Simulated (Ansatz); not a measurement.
Input file for Ansatz (a quantum-chemistry and plane-wave program):

Ansatz 0.2 input:
```yaml
crystal:
  lattice:
    - [4.3571572464, 0.0, 0.0]
    - [-2.1785786232, 3.7734088636, 0.0]
    - [0.0, 0.0, 6.4317424932]
  atoms:
    - { symbol: O, position: [0.9547984479, 0.2879473288, 0.25] }
    - { symbol: B, position: [0.6666666667, 0.3333333333, 0.25] }
    - { symbol: B, position: [0.0, 0.0, 0.25] }
    - { symbol: O, position: [0.7120526712, 0.6668511191, 0.25] }
    - { symbol: O, position: [0.3331488809, 0.0452015521, 0.25] }
    - { symbol: O, position: [0.2879473288, 0.9547984479, 0.75] }
    - { symbol: B, position: [0.0, 0.0, 0.75] }
    - { symbol: B, position: [0.3333333333, 0.6666666667, 0.75] }
    - { symbol: O, position: [0.0452015521, 0.3331488809, 0.75] }
    - { symbol: O, position: [0.6668511191, 0.7120526712, 0.75] }
kpoints:
  mp_grid: { grid: [7, 7, 5] }
hamiltonian:
  xc: r2scan
  dispersion: d4
  pseudopotentials: { azcp: { folder: ./paw }, kind: paw }
scf:
  occupations: { method: fixed }
elastic: { mode: relaxed_ion, stencil: two_point, amplitude: 0.005, f_tol: 0.0005 }
output: { polarization: {} }
```

Output (shortened):

```
Pseudopotential: O, paw, valence charge 6
Pseudopotential: B, paw, valence charge 3
Functional definition: r2SCAN
Crystal: 10 atoms, lattice volume = 105.746 Å³
Basis set: ecut = 500 eV, 2633 PW (Γ), exchange–correlation on 128×128×192 points (64 copies of the dense FFT grid, shifted against one another)
Bands: 34, of which v1, the nominal top of the filled ones, is band 24 counted from 1 (23 counted from 0)
Symmetry: 12 space group operations
Space group: P-62c (ITA 190), of the structure as read, at distance tolerance 4.7e-5 Å
k-points: 24 of 245 (time reversal used)
SCF 1 converged in 12 iterations: F = -4047.645095 eV  dr2 = 1.14e-14
relax step   1: F+E_penalty+E_count = -4047.64509539 eV  Δ(F+E_penalty+E_count) = +0.000e0 eV  max|allowed force component| = 9.331e-4 eV/Å  Δτ_max = 0.0000 Å  (12 SCF iters, accepted)
Crystal: 10 atoms, lattice volume = 105.746 Å³
SCF 2 converged in 7 iterations: F = -4047.645095 eV  dr2 = 1.64e-14
relax step   2: F+E_penalty+E_count = -4047.64509542 eV  Δ(F+E_penalty+E_count) = -2.823e-8 eV  max|allowed force component| = 3.063e-4 eV/Å  Δτ_max = 0.0000 Å  (7 SCF iters, accepted)
Crystal: 10 atoms, lattice volume = 105.746 Å³
SCF 3 converged in 10 iterations: F = -4047.645095 eV  dr2 = 7.96e-17
Crystal: 10 atoms, lattice volume = 105.746 Å³
SCF 4 converged in 2 iterations: F = -4047.645095 eV  dr2 = 2.76e-17
Crystal: 10 atoms, lattice volume = 105.218 Å³
Symmetry: 4 space group operations
k-points: 48 of 245 (time reversal used)
SCF 5 converged in 12 iterations: F = -4047.639447 eV  dr2 = 2.66e-15
relax step   1: F+E_penalty+E_count = -4047.63944746 eV  Δ(F+E_penalty+E_count) = +0.000e0 eV  max|allowed force component| = 1.601e-1 eV/Å  Δτ_max = 0.0000 Å  (12 SCF iters, accepted)
Crystal: 10 atoms, lattice volume = 105.218 Å³
SCF 6 converged in 11 iterations: F = -4047.641500 eV  dr2 = 6.77e-15
relax step   2: F+E_penalty+E_count = -4047.64149986 eV  Δ(F+E_penalty+E_count) = -2.052e-3 eV  max|allowed force component| = 9.010e-2 eV/Å  Δτ_max = 0.0052 Å  (11 SCF iters, accepted)
Crystal: 10 atoms, lattice volume = 105.218 Å³
SCF 7 converged in 11 iterations: F = -4047.642593 eV  dr2 = 5.05e-14
relax step   3: F+E_penalty+E_count = -4047.64259343 eV  Δ(F+E_penalty+E_count) = -1.094e-3 eV  max|allowed force component| = 1.447e-2 eV/Å  Δτ_max = 0.0122 Å  (11 SCF iters, accepted)
Crystal: 10 atoms, lattice volume = 105.218 Å³
SCF 8 converged in 12 iterations: F = -4047.642742 eV  dr2 = 1.45e-14
relax step   4: F+E_penalty+E_count = -4047.64274210 eV  Δ(F+E_penalty+E_count) = -1.487e-4 eV  max|allowed force component| = 1.429e-2 eV/Å  Δτ_max = 0.0104 Å  (12 SCF iters, accepted)
Crystal: 10 atoms, lattice volume = 105.218 Å³
SCF 9 converged in 13 iterations: F = -4047.643332 eV  dr2 = 4.21e-15
relax step   5: F+E_penalty+E_count = -4047.64333206 eV  Δ(F+E_penalty+E_count) = -5.900e-4 eV  max|allowed force component| = 2.652e-2 eV/Å  Δτ_max = 0.0210 Å  (13 SCF iters, accepted)
Crystal: 10 atoms, lattice volume = 105.218 Å³
SCF 10 converged in 13 iterations: F = -4047.645580 eV  dr2 = 7.95e-15
relax step   6: F+E_penalty+E_count = -4047.64558023 eV  Δ(F+E_penalty+E_count) = -2.248e-3 eV  max|allowed force component| = 6.581e-2 eV/Å  Δτ_max = 0.0417 Å  (13 SCF iters, accepted)
Crystal: 10 atoms, lattice volume = 105.218 Å³
[...]
Crystal: 10 atoms, lattice volume = 105.746 Å³
SCF 70 converged in 10 iterations: F = -4047.721471 eV  dr2 = 9.69e-14
relax step  13: F+E_penalty+E_count = -4047.72147058 eV  Δ(F+E_penalty+E_count) = -1.102e-3 eV  max|allowed force component| = 3.149e-3 eV/Å  Δτ_max = 0.0070 Å  (10 SCF iters, accepted)
Crystal: 10 atoms, lattice volume = 105.746 Å³
SCF 71 converged in 10 iterations: F = -4047.721473 eV  dr2 = 1.36e-14
relax step  14: F+E_penalty+E_count = -4047.72147346 eV  Δ(F+E_penalty+E_count) = -2.882e-6 eV  max|allowed force component| = 1.018e-4 eV/Å  Δτ_max = 0.0011 Å  (10 SCF iters, accepted)
Crystal: 10 atoms, lattice volume = 105.746 Å³
SCF 72 converged in 2 iterations: F = -4047.721473 eV  dr2 = 2.52e-15
4 of the elastic batch's strained cells closed on another state than the unstrained crystal's, so that the constants are between two states. The farthest is the member of strain η1, δ = +5.0e-3: the two states' filled orbitals part by 0.957, averaged over the …
WARN: C11 and the rest of its column (C11 to C61, from strain 11), C44 and the rest of its column (C14 to C64, from strain 23), every constant that the …
WARN: elastic: the piezoelectric tensor is withheld — the polarisation of a strained cell (strain η1, δ = +5.0e-3) is not followed from the reference's …
SCF converged after 2 iterations
Stability not checked: this state was not tested for a lower state beside it, because too few of the mixer's solves of this state at the end of the SCF gave a …
Free energy (F): -4047.645095 eV
Harris-Foulkes:  -4047.645095 eV  (|F-HF|=1.36e-12)
Internal energy: -4047.645095 eV  (E = F + TS)
E sigma→0 (E₀):  -4047.645095 eV
Fermi energy:    0.823204 eV
--- Per-component energies (eV) ---
  E_band       = -315.901527
  E_kinetic    = 1224.872631
  E_local      = -3123.612585  (includes V_loc(G=0)·N_el)
  E_nonlocal   = 346.184560
  E_hartree    = 1126.822440
  E_xc         = -549.583133
  E_vxc        = -777.403572  (∫ρ·V_xc dr)
  E_paw        = -1314.064778  (= ΣΔE_a)
  E_vpaw       = -289.515553  (= ΣTr[D̂ρ^β])
  E_aug_tail   = 0.001703  (compensation charges beyond the density's cutoff)
  E_vtau       = 49.926409  (kinetic-family band-sum trace: ∫τ·v_τ [+ j·A + Jᵃ·Aᵃ] dr)
  E_ewald      = -1757.491638
  E_disp       = -0.508880  (pairwise vdW)
  E_core_change = -0.265416  (= ΣΔE_core)
  E_smearing   =  0.000000  (= −TS)
  E_closure    = 0.000000  (closes the sum)
  Σ components = -4047.645095   (vs F -4047.645095, Δ=0.00e0)
--- Forces (eV/Å), atoms counted from 1 ---
  atom   1  O     -0.00028418     0.00012030     0.00000000
  atom   2  B      0.00000000     0.00000000     0.00000000
  atom   3  B      0.00000000     0.00000000     0.00000000
  atom   4  O      0.00003791    -0.00030626     0.00000000
  atom   5  O      0.00024627     0.00018596     0.00000000
  atom   6  O      0.00024627    -0.00018596     0.00000000
  atom   7  B      0.00000000     0.00000000     0.00000000
  atom   8  B      0.00000000     0.00000000     0.00000000
  atom   9  O      0.00003791     0.00030626     0.00000000
  atom  10  O     -0.00028418    -0.00012030     0.00000000
  max |Σ_I F_I| component: 3.41e-16 eV/Å
--- Stress (GPa, compression-positive) ---
       -0.002123       0.000000       0.000000
        0.000000      -0.002123       0.000000
        0.000000       0.000000      -0.004206
  P = ⅓ Tr σ = -0.0028 GPa (-0.028 kbar)
--- Band table (eV; the first three rows and the last of 24) ---
  k-point 0: bands = ["-20.0537", "-19.8910", "-17.7071", "-17.7071", "-17.6283", "-17.6283", "-8.0864", "-7.9700", "-6.0416", "-6.0416", "-5.9510", "-5.9510", "-4.4214", "-2.8386", "-0.0814", "-0.0798", "-0.0798", "-0.0256", "0.2827", "0.2827", "0.3030", …
  k-point 1: bands = ["-20.0386", "-19.9069", "-17.6997", "-17.6997", "-17.6360", "-17.6360", "-8.0758", "-7.9816", "-6.0332", "-6.0332", "-5.9599", "-5.9599", "-4.2912", "-3.0181", "-0.0770", "-0.0304", "-0.0199", "-0.0199", "0.2876", "0.2876", "0.2966", …
  k-point 2: bands = ["-19.9985", "-19.9482", "-17.6802", "-17.6802", "-17.6558", "-17.6558", "-8.0474", "-8.0115", "-6.0109", "-6.0109", "-5.9829", "-5.9829", "-3.9340", "-3.4521", "-0.0637", "-0.0451", "0.1296", "0.1296", "0.2533", "0.2533", "0.3238", …
  k-point 23: bands = ["-19.1238", "-19.0919", "-18.7167", "-18.6970", "-17.8859", "-17.8794", "-6.9689", "-6.9428", "-6.3944", "-6.3838", "-4.6456", "-4.6443", "-2.6054", "-2.4123", "-2.2064", "-2.0459", "-1.7263", "-1.5741", "-0.0631", "-0.0170", "0.1250", …
--- Elastic constants: 3 strain directions × 2 members + reference (group order 12) ---
  dense FFT box of the reference and of every strained cell: 32×32×48
  strains applied: 11, 33, 23; error gains …
  pairwise dispersion correction: d4 (s6 = 1.0, s8 = 0.6018749, s9 = 1.0, a1 = 0.51559235, a2_bohr = 5.77342911), with the weights of each atom's references …
  reference relaxed by the batch: 2 steps …
  largest displacement 7.6e-6 Å; the constants are those of the deck's cell at these positions:
  atoms:
    - { symbol: O, position: [0.9547971365212211, 0.2879480002044565, 0.25] }
    - { symbol: B, position: [0.6666666666666667, 0.3333333333333333, 0.25] }
    - { symbol: B, position: [0.0, 0.0, 0.25] }
    - { symbol: O, position: [0.7120519997955435, 0.6668491363167645, 0.25] }
    - { symbol: O, position: [0.3331508636832354, 0.04520286347877885, 0.25] }
    - { symbol: O, position: [0.2879480002044565, 0.9547971365212211, 0.75] }
    - { symbol: B, position: [0.0, 0.0, 0.75] }
    - { symbol: B, position: [0.3333333333333333, 0.6666666666666667, 0.75] }
    - { symbol: O, position: [0.04520286347877883, 0.3331508636832353, 0.75] }
    - { symbol: O, position: [0.6668491363167646, 0.7120519997955435, 0.75] }
  C = ∂σ_k/∂η_j (tension-positive GPa; Voigt order 11 22 33 23 13 12):
       366.337      7.644     -0.359      0.000      0.000      0.000
         7.644    366.337     -0.359      0.000      0.000      0.000
        18.391     18.391     25.480      0.000      0.000      0.000
         0.000      0.000      0.000      2.331      0.000      0.000
         0.000      0.000      0.000      0.000      2.331      0.000
         0.000      0.000      0.000      0.000      0.000    179.347
  reference stress σ⁰ (GPa):      0.002      0.002      0.004      0.000      0.000      0.000
  moduli (Voigt/Reuss/Hill, GPa): K = 89.95/24.09/57.02   G = 85.63/5.40/45.51   E = 107.85   ν = 0.185
  mechanically stable: yes (min eigenvalue of sym C = 2.33 GPa)
  piezoelectric tensor: none — the polarisation of a strained cell (strain η1, δ = +5.0e-3) is not followed from the reference's …
  harmonic check of the ions' relaxations: strain 11: 1 of 1 pair far from harmonic (see the warning); strain 23 …
  the stresses are not corrected for the forces that the relaxations left standing (`elastic.f_tol`)
  strain η (Voigt 11):  stress-route row diagonal C_11 = 366.34 GPa, energy-path curvature d²(F+E_count+ΔE)/dδ²/Ω₀ = -7137.98 GPa
         δ    σ_11 (GPa)             F (eV)   n_scf  n_hpsi   n_pw
    -5.000e-3      -1.6350       -4047.6906834       2   11913   2702   relax 13 steps, max|allowed force component| 2.94e-4 eV/Å
     5.000e-3       2.0283       -4047.7172710       2   12041   2717   relax 15 steps, max|allowed force component| 4.96e-4 eV/Å
  strain η (Voigt 33):  stress-route row diagonal C_33 = 25.48 GPa, energy-path curvature d²(F+E_count+ΔE)/dδ²/Ω₀ = 25.51 GPa
         δ    σ_33 (GPa)             F (eV)   n_scf  n_hpsi   n_pw
    -5.000e-3      -0.1278       -4047.6449161       2    5922   2688   relax 3 steps, max|allowed force component| 2.49e-4 eV/Å
     5.000e-3       0.1270       -4047.6448643       2    5944   2714   relax 3 steps, max|allowed force component| 8.67e-5 eV/Å
  strain η (Voigt 23):  stress-route row diagonal C_44 = 2.33 GPa, energy-path curvature d²(F+E_count+ΔE)/dδ²/Ω₀ = -9258.58 GPa
         δ    σ_23 (GPa)             F (eV)   n_scf  n_hpsi   n_pw
    -5.000e-3      -0.0117       -4047.7214733       2   18095   2702   relax 14 steps, max|allowed force component| 1.29e-4 eV/Å
     5.000e-3       0.0117       -4047.7214735       2   18087   2702   relax 14 steps, max|allowed force component| 1.02e-4 eV/Å
--- Formal polarisation (Berry phase): one branch of a lattice of values; only differences between neighbouring runs are physical ---
  axis  mesh            electronic          ionic      p = total  spread (rad)  least overlap  resolved gap  δp at fixed H ≤   (phases in cycles; p mod 1 …
  b1    7×7×5           0.00000000    21.00000000    21.00000000      0.000000         0.9726        5.8119           3.0e-6
  b2    7×7×5           0.00000000    21.00000000    21.00000000      0.000000         0.9726        5.8119           3.0e-6
  b3    7×7×5           0.00000000    24.00000000    24.00000000      0.000000         0.9854        5.8119           1.4e-6
  quantum along a1:   0.04120382 e/Å² =    66.015798 µC/cm²
  quantum along a2:   0.04120382 e/Å² =    66.015798 µC/cm²
  quantum along a3:   0.06082231 e/Å² =    97.448082 µC/cm²
  P = (  0.43264012,   0.74935466,   1.45973541) e/Å² = (  693.165883,  1200.598528,  2338.753964) µC/cm²  (mod the quanta)
```

Cost: roughly 90 core-minutes on shared cores.

The start of the workflow was typed in or built on a structure type; neither database checked (COD, Materials Project) lists it. COD files the formula under space group No. 144, 152. Its standing as an ambient phase is unchecked. The cell was relaxed with r²SCAN+D4 under the symmetry of its start; its stability against distortions is not shown here.

Potentials: the earlier of the program's two PAW sets. The files were generated under PBE; for other functionals the program regenerates the frozen cores, and for LDA and PBEsol the local potential too.

Ansatz is a plane-wave DFT program.
